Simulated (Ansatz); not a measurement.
An Ansatz (a quantum-chemistry and plane-wave program) run. Input:

Ansatz 0.2 input:
```yaml
crystal:
  lattice:
    - [3.4441244711, 0.0, 0.0]
    - [0.0, 3.4441244711, 0.0]
    - [0.0, 0.0, 3.4388933831]
  atoms:
    - { symbol: Pt, position: [0.0, 0.0, 0.0] }
    - { symbol: Te, position: [0.5, 0.5, 0.5] }
kpoints:
  mp_grid: { grid: [9, 9, 9] }
  band_path:
    path:
      - [[0.0, 0.0, 0.0], [0.0, 0.5, 0.0], [0.5, 0.5, 0.0], [0.0, 0.0, 0.0], [0.0, 0.0, 0.5], [0.0, 0.5, 0.5], [0.5, 0.5, 0.5], [0.0, 0.0, 0.5]]  # Γ-X-M-Γ-Z-R-A-Z
      - [[0.0, 0.5, 0.0], [0.0, 0.5, 0.5]]  # X-R
      - [[0.5, 0.5, 0.0], [0.5, 0.5, 0.5]]  # M-A
    npoints: 8
basis: { xc_grid: 2 }
hamiltonian:
  xc: pbe
  pseudopotentials: { kind: paw }
magnetization: { noncollinear: true, spin_orbit: true }
scf:
  n_extra_bands: 12
  convergence: { dr2_threshold: 0.0000000001 }
  occupations: { method: gaussian, width: 0.05 }
output: { eigenvalues: true }
```

Output (shortened):

```
Pseudopotentials: kind: paw_fr
Pseudopotential: Pt, paw_fr, valence charge 18
Pseudopotential: Te, paw_fr, valence charge 16
Functional definition: PBE
non-collinear run that drives no moment, with spin-orbit …
Crystal: 2 atoms, lattice volume = 40.792 Å³
Basis set: ecut = 420 eV, 799 PW (Γ), exchange–correlation on 48×48×48 points (8 copies of the dense FFT grid, shifted against one another)
Bands: 46, of which v1, the nominal top of the filled ones, is band 34 counted from 1 (33 counted from 0)
Symmetry: 16 space group operations + 16 with time reversal
k-points: 75 of 729
Projection manifold: j_resolved (fully-relativistic pseudo-atomic orbitals)
Initial density: superposition of atomic densities (chi_scale 0.1, normalization cell, long waves kept (reshape's long-wave potential 0.00 eV rms))
Initial wavefunctions: pseudopotential atomic-orbital guess
Eigensolver: davidson
Functional: x = pbe(κ = 0.804, μ = 0.2195149727645171), c = pbe(β = 0.06672455060314922)
SCF iter   1: F=—  HF=-19540.178097 eV  |F-HF|=—  |Δ(HF+E_count)|=         —  Δρ=5.30e-2  dr2=1.44e0  dr2_m=0.00e0 (ungated)  ethr=3.10e-3  |M|=0.00e0 ∫|m|=0.00e0 μB  |m|>n=0.0e0 m-floor=0.0e0 τ_xc=0.0e0  β_m=0.30  ⟨swp⟩=7.5  Hψ=8231  notcnv=0  defer=58
all-band conjugate gradients solve this SCF's bands
preconditioner: auto → Kerker (q_TF=auto, 2.647 Å⁻¹)
spin=Noncollinear: Kerker preconditioning applied to the charge; magnetization (m_x, m_y, m_z) channels mix plain (no charge-response kernel on spin).
SCF iter   2: F=—  HF=-19539.948042 eV  |F-HF|=—  |Δ(HF+E_count)|=   2.30e-1  Δρ=2.99e-2  dr2=3.89e-1  dr2_m=0.00e0 (ungated)  ethr=3.10e-3  |M|=0.00e0 ∫|m|=0.00e0 μB  |m|>n=0.0e0 m-floor=0.0e0 τ_xc=0.0e0  β_m=0.46  ⟨swp⟩=2.0  Hψ=2207  notcnv=0  defer=402
SCF iter   3: F=—  HF=-19539.874775 eV  |F-HF|=—  |Δ(HF+E_count)|=   7.33e-2  Δρ=9.08e-3  dr2=2.78e-2  dr2_m=0.00e0 (ungated)  ethr=1.14e-3  |M|=0.00e0 ∫|m|=0.00e0 μB  |m|>n=0.0e0 m-floor=0.0e0 τ_xc=0.0e0  β_m=0.73  ⟨swp⟩=2.0  Hψ=2083  notcnv=0  defer=490
SCF iter   4: F=—  HF=-19539.875012 eV  |F-HF|=—  |Δ(HF+E_count)|=   2.37e-4  Δρ=2.59e-3  dr2=3.16e-3  dr2_m=0.00e0 (ungated)  ethr=8.18e-5  |M|=0.00e0 ∫|m|=0.00e0 μB  |m|>n=0.0e0 m-floor=0.0e0 τ_xc=0.0e0  β_m=0.74  ⟨swp⟩=2.0  Hψ=2213  notcnv=0  defer=504
SCF iter   5: F=—  HF=-19539.874309 eV  |F-HF|=—  |Δ(HF+E_count)|=   7.02e-4  Δρ=7.10e-4  dr2=1.71e-4  dr2_m=0.00e0 (ungated)  ethr=9.29e-6  |M|=0.00e0 ∫|m|=0.00e0 μB  |m|>n=0.0e0 m-floor=0.0e0 τ_xc=0.0e0  β_m=0.87  ⟨swp⟩=2.0  Hψ=2056  notcnv=0  defer=504
SCF iter   6: F=—  HF=-19539.874297 eV  |F-HF|=—  |Δ(HF+E_count)|=   1.20e-5  Δρ=1.41e-4  dr2=6.02e-6  dr2_m=0.00e0 (ungated)  ethr=5.02e-7  |M|=0.00e0 ∫|m|=0.00e0 μB  |m|>n=0.0e0 m-floor=0.0e0 τ_xc=0.0e0  β_m=0.91  ⟨swp⟩=2.2  Hψ=2584  notcnv=0  defer=504
SCF iter   7: F=—  HF=-19539.874299 eV  |F-HF|=—  |Δ(HF+E_count)|=   1.93e-6  Δρ=2.99e-5  dr2=2.10e-7  dr2_m=0.00e0 (ungated)  ethr=1.77e-8  |M|=0.00e0 ∫|m|=0.00e0 μB  |m|>n=0.0e0 m-floor=0.0e0 τ_xc=0.0e0  β_m=0.96  ⟨swp⟩=2.6  Hψ=2383  notcnv=0  defer=504
SCF iter   8: F=—  HF=-19539.874301 eV  |F-HF|=—  |Δ(HF+E_count)|=   1.59e-6  Δρ=5.59e-6  dr2=9.14e-9  dr2_m=0.00e0 (ungated)  ethr=6.19e-10  |M|=0.00e0 ∫|m|=0.00e0 μB  |m|>n=0.0e0 m-floor=0.0e0 τ_xc=0.0e0  β_m=0.98  ⟨swp⟩=2.5  Hψ=2009  notcnv=0  defer=504
SCF iter  10: F=-19539.874301 eV  HF=-19539.874301 eV  |F-HF|=1.46e-11  |Δ(HF+E_count)|=  1.42e-10  Δρ=2.00e-7  dr2=1.88e-11  dr2_m=0.00e0 (ungated)  ethr=1.00e-12  |M|=0.00e0 ∫|m|=0.00e0 μB  |m|>n=0.0e0 m-floor=0.0e0 τ_xc=0.0e0  ⟨swp⟩=9.1  Hψ=6215  notcnv=0
SCF 1 converged in 10 iterations: F = -19539.874301 eV  dr2 = 1.88e-11
NSCF: frozen V_eff on 75 k-points
SCF converged after 10 iterations
Magnetization: |M| = 0.0000 μB,  M = (+0.0000, +0.0000, +0.0000) μB
Absolute magnetization: 0.0000 μB (∫|m|)
  site 0: m = (+0.0000, +0.0000, +0.0000) μB, |m| = 0.0000 μB  (R = 1.23 Å)
  site 1: m = (+0.0000, +0.0000, +0.0000) μB, |m| = 0.0000 μB  (R = 1.23 Å)
Free energy (F): -19539.874301 eV
Harris-Foulkes:  -19539.874301 eV  (|F-HF|=1.46e-11)
Internal energy: -19539.872680 eV  (E = F + TS)
E sigma→0 (E₀):  -19539.873491 eV
Entropy (-TS):   -0.001621 eV (-0.810 meV/atom)
Fermi energy:    17.353498 eV
--- Per-component energies (eV) ---
  E_band       = -384.625215
  E_kinetic    = 819.879367
  E_local      = -2584.766096  (includes V_loc(G=0)·N_el)
  E_nonlocal   = -120.666304
  E_hartree    = 1286.037054
  E_xc         = -386.566361
  E_vxc        = -407.546115  (∫ρ·V_xc dr)
  E_paw        = -14145.802511  (= ΣΔE_a)
  E_vpaw       = -663.599998  (= ΣTr[D̂ρ^β])
  E_aug_tail   = 0.000049  (compensation charges beyond the density's cutoff)
  E_ewald      = -4407.987880
  E_smearing   = -0.001621  (= −TS)
  E_closure    = 0.000000  (closes the sum)
  Σ components = -19539.874301   (vs F -19539.874301, Δ=0.00e0)
  [band-id]    e_kinetic+e_local+e_nonlocal+2·e_hartree+e_vxc+e_vpaw+e_augmentation_tail = -384.624989   (vs E_band -384.625215, Δ=2.27e-4)
--- Band table (eV; the first three rows and the last of 75) ---
  k-point 0: bands = ["-80.8054", "-80.8054", "-46.1701", "-46.1701", "-31.2268", "-31.2268", "-31.2265", "-31.2265", "-21.6282", "-21.6282", "-21.6280", "-21.6280", "-20.1706", "-20.1706", "-20.1703", "-20.1703", "-20.1485", "-20.1485", "2.8205", "2.8205", "12.8097", "12.8097", "12.8102", "12.8102", "14.6814", "14.6814", "14.6845", "14.6845", "15.1522", "15.1522", "15.3415", "15.3415", "16.3528", "16.3528", "16.3729", "16.3729", "17.7581", "17.7581", "24.2360", "24.2360", "24.2365", "24.2365", "29.0037", "29.0037", "30.4672", "30.4672"]
  k-point 1: bands = ["-80.8053", "-80.8053", "-46.1704", "-46.1704", "-31.2286", "-31.2286", "-31.2265", "-31.2265", "-21.6280", "-21.6280", "-21.6274", "-21.6274", "-20.1703", "-20.1703", "-20.1690", "-20.1690", "-20.1489", "-20.1489", "2.9613", "2.9613", "12.6381", "12.6381", "12.8346", "12.8346", "13.9731", "13.9731", "14.5298", "14.5298", "15.0847", "15.0847", "15.1615", "15.1615", "16.1817", "16.1817", "16.9326", "16.9326", "18.8625", "18.8625", "24.0283", "24.0283", "24.8164", "24.8164", "28.1342", "28.1342", "29.7507", "29.7507"]
  k-point 2: bands = ["-80.8052", "-80.8052", "-46.1710", "-46.1710", "-31.2341", "-31.2341", "-31.2259", "-31.2259", "-21.6282", "-21.6282", "-21.6254", "-21.6254", "-20.1704", "-20.1704", "-20.1649", "-20.1649", "-20.1499", "-20.1499", "3.3641", "3.3641", "11.5755", "11.5755", "12.8879", "12.8879", "13.3024", "13.3024", "14.1078", "14.1078", "14.9045", "14.9045", "14.9846", "14.9846", "17.1359", "17.1359", "17.9666", "17.9666", "19.9935", "19.9935", "23.5276", "23.5276", "25.9317", "25.9317", "26.7707", "26.7707", "27.7480", "27.7480"]
  k-point 74: bands = ["-80.8044", "-80.8044", "-46.1762", "-46.1762", "-31.2491", "-31.2491", "-31.2491", "-31.2491", "-21.6198", "-21.6198", "-21.6197", "-21.6197", "-20.1618", "-20.1618", "-20.1508", "-20.1508", "-20.1507", "-20.1507", "6.7998", "6.7998", "10.6422", "10.6422", "10.7256", "10.7256", "11.0137", "11.0137", "15.2344", "15.2344", "15.4289", "15.4289", "16.6152", "16.6152", "17.7848", "17.7848", "17.8589", "17.8589", "18.7335", "18.7335", "19.0539", "19.0539", "19.6246", "19.6246", "20.8764", "20.8764", "34.3954", "34.3954"]
  band table: 46 of 46 bands, residual norms ≤ 1.0e-3 eV
```

Cost: about 40 core-seconds (a rough figure) on shared cores.

Space group Pm-3m (CsCl type). The start of the workflow was typed in or built on a structure type; neither database checked (COD, Materials Project) lists it. COD files the formula under space group No. 166, 194. Its standing as an ambient phase is unchecked. The PBE relaxation kept the symmetry of its start; whether a distortion lowers the energy is not shown. No spin polarisation was allowed. Its formation energy is positive at this level, so the cell may be metastable or incomplete. Point labels and valley counts follow the cell and symmetry of the run, lower than the named group.

Potentials: the later of the program's two PAW sets.

Ansatz is a plane-wave DFT program.
